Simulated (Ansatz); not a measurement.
Relaxed-ion elastic tensor of Tc (hcp (Mg type), space group No. 194) in GPa (Voigt order), the program Ansatz at the r²SCAN level (PAW); density 11.44 g/cm³, 14.21 Å³ per atom.

|  | 1 | 2 | 3 | 4 | 5 | 6 |
|---|---|---|---|---|---|---|
| 1 | 504 | 246 | 204 | 0.0 | 0.0 | 0.0 |
| 2 | 246 | 504 | 204 | 0.0 | 0.0 | 0.0 |
| 3 | 204 | 204 | 558 | 0.0 | 0.0 | 0.0 |
| 4 | 0.0 | 0.0 | 0.0 | 137 | 0.0 | 0.0 |
| 5 | 0.0 | 0.0 | 0.0 | 0.0 | 137 | 0.0 |
| 6 | 0.0 | 0.0 | 0.0 | 0.0 | 0.0 | 129 |

Task: Is the crystal mechanically stable?

Result: Yes: the smallest eigenvalue of C is 129 GPa.

Task: Work out the Voigt, Reuss and Hill averages.

Result: K_V = 319, K_R = 319, K_H = 319; G_V = 141, G_R = 140, G_H = 140 GPa.

Task: Give Young's modulus, Poisson's ratio, Pugh's ratio and the universal anisotropy index.

Result: E = 9KG/(3K + G) = 367 GPa; ν = 0.31; K/G = 2.27 (ductile by the Pugh limit of 1.75); A_U = 5G_V/G_R + K_V/K_R − 6 = 0.06.

Task: Estimate the sound speeds and the Debye temperature.

Result: v_l = √((K + 4G/3)/ρ) = 6650 m/s, v_t = √(G/ρ) = 3500 m/s, mean 3920 m/s; Θ = (h/k)(3n/4πV)^(1/3) v_m = 481 K.

Task: Solve the Christoffel equation for the three sound speeds along x, y, z.

Result: Eigenvalues of C_ijkl n_j n_l equal ρv². In km/s, slowest first: x 3.36, 3.46, 6.63; y 3.36, 3.46, 6.63; z 3.46, 3.46, 6.98.

Task: How much does each axis shrink under pressure?

Result: Linear compressibilities β_i = Σ_j S_ij (j = 1 to 3): x 1.1, y 1.1, z 1.0 per TPa.

Space group P6_3/mmc (hcp (Mg type)). The cell was relaxed with r²SCAN under the symmetry of its start. At this level the phase is dynamically unstable (imaginary phonons). No spin polarisation was allowed. As this level gives no gap, shear constants depend on the k-mesh and smearing (Fermi–Dirac, 0.1 eV here).

Potentials: the later of the program's two PAW sets.
